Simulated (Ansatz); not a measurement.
YAs:
```yaml
crystal:
  lattice:
    - [0.00000, 2.84823, 2.84823]
    - [2.84823, 0.00000, 2.84823]
    - [2.84823, 2.84823, 0.00000]
  atoms:
    - { symbol: Y, position: [0.00000, 0.00000, 0.00000] }
    - { symbol: As, position: [0.50000, 0.50000, 0.50000] }
```

Relaxed with LDA. Special points in fractions of this cell's reciprocal vectors: Γ (0.000, 0.000, 0.000); X (0.500, 0.000, 0.500); U (0.625, 0.250, 0.625); K (0.375, 0.375, 0.750); L (0.500, 0.500, 0.500); W (0.500, 0.250, 0.750).

Q: List the band energies nearest the Fermi level at these points for plane-wave PAW LDA (Ansatz code).

A: In eV from the Fermi level; about four levels below and three above (degenerate sets whole), none deeper than 8.9 eV; points with the same levels are listed once.

```csv
k,below,above
Γ,–,0.56 0.56 0.56
X,-2.80 -0.69 -0.69 -0.62,3.31 4.46 4.65 4.65
U,-2.80 -2.66 -1.48,1.30 4.07 4.53
L,-4.52 -2.13 -2.13,3.82 3.82 3.84
W,-2.44 -2.44 -2.41,2.82 2.82 4.00
```

Space group Fm-3m (rock salt). The workflow started from a Materials Project entry (that database holds measured and hypothetical structures alike); the Crystallography Open Database files this formula in space group No. 225, but the cells were not matched. Its standing as an ambient phase is unchecked. The LDA relaxation kept the symmetry of its start; of distortions, only those at the zone centre were tested. The run is not spin-polarised. Spin–orbit coupling is left out wherever it is not named.

Potentials: the later of the program's two PAW sets.
